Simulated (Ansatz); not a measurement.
Input deck for Ansatz 0.2.0, then the block of the output on the nuclei.

The cell is a structure deposited in the COD, ions relaxed with PBE at fixed cell.

```yaml
crystal:
  lattice:
    - [5.6106, 0.0, 0.0]
    - [0.0, 5.6106, 0.0]
    - [0.0, 0.0, 5.6106]
  atoms:
    - { symbol: Ru, position: [0.0, 0.0, 0.0], spin: 2.0 }
    - { symbol: Ru, position: [0.5, 0.0, 0.5], spin: 2.0 }
    - { symbol: Ru, position: [0.5, 0.5, 0.0], spin: 2.0 }
    - { symbol: Ru, position: [0.0, 0.5, 0.5], spin: 2.0 }
    - { symbol: S, position: [0.3867720534, 0.3867720534, 0.3867720534] }
    - { symbol: S, position: [0.1132279466, 0.6132279466, 0.8867720534] }
    - { symbol: S, position: [0.8867720534, 0.1132279466, 0.6132279466] }
    - { symbol: S, position: [0.6132279466, 0.8867720534, 0.1132279466] }
    - { symbol: S, position: [0.6132279466, 0.6132279466, 0.6132279466] }
    - { symbol: S, position: [0.8867720534, 0.3867720534, 0.1132279466] }
    - { symbol: S, position: [0.1132279466, 0.8867720534, 0.3867720534] }
    - { symbol: S, position: [0.3867720534, 0.1132279466, 0.8867720534] }
magnetization:
  spin_polarized: true
kpoints:
  mp_grid: { grid: [5, 5, 5] }
scf:
  occupations: { method: fermi_dirac, width: 0.02 }
hamiltonian:
  xc: r2scan
  pseudopotentials: { kind: paw }
output:
  forces: true
  stress: true
  populations: true
  efg:
    quadrupole_moments_barn: { Ru: 0.079, S: -0.0694 }
    contact_densities: true
```

```sh
ansatz run input.yaml --threads 1 --pin off --max-ram 3072MiB --backend cpu --events-out ev --progress --plain --runs-dir out
```

Of the output, the block on the nuclei alone is shown; the set-up, the SCF iterations, energies, forces and stress are cut. One atom of each set with nearly equal values is shown.

```
--- PAW observables at the nuclei: V_zz in 10²¹ V/m², potentials from the cell's mean, atoms counted from 1 ---
  atom   1  Ru V_zz =    -4.694554   η = 0.0000   by run symmetry: allowed   C_q = -8.9676 MHz
            electrostatic potential = -6795.413156 V   contact ρ = 718972.611523 e/Å³   contact ρ_s (e/Å³): all electrons -0.000012, valence -0.000009
  atom   5  S  V_zz =   +15.528073   η = 0.0000   by run symmetry: allowed   C_q = -26.0574 MHz
            electrostatic potential = -1638.223779 V   contact ρ = 19739.844765 e/Å³   contact ρ_s (e/Å³): all electrons +0.000010, valence +0.000009
```

The run took 3.2 min of wall time (3.2 min of CPU time) and 1 GiB at its peak, on 1 thread of Arm Neoverse N1 (aarch64; 36 cores open to the job, memory cap 3.0 GiB, no GPU), a shared host with a load of 1.0 a core.

The program didn't check the stability of this electronic state in full, so a lower one may lie near. Without spin–orbit coupling (the program notes it for Ru) the gradients can shift somewhat, as the gap is small. With these PAW files V_zz is typically within 2 to 3 % of all-electron values, but misses above 10 % occur on Ru. The start moments die out, and the run ends without spin.
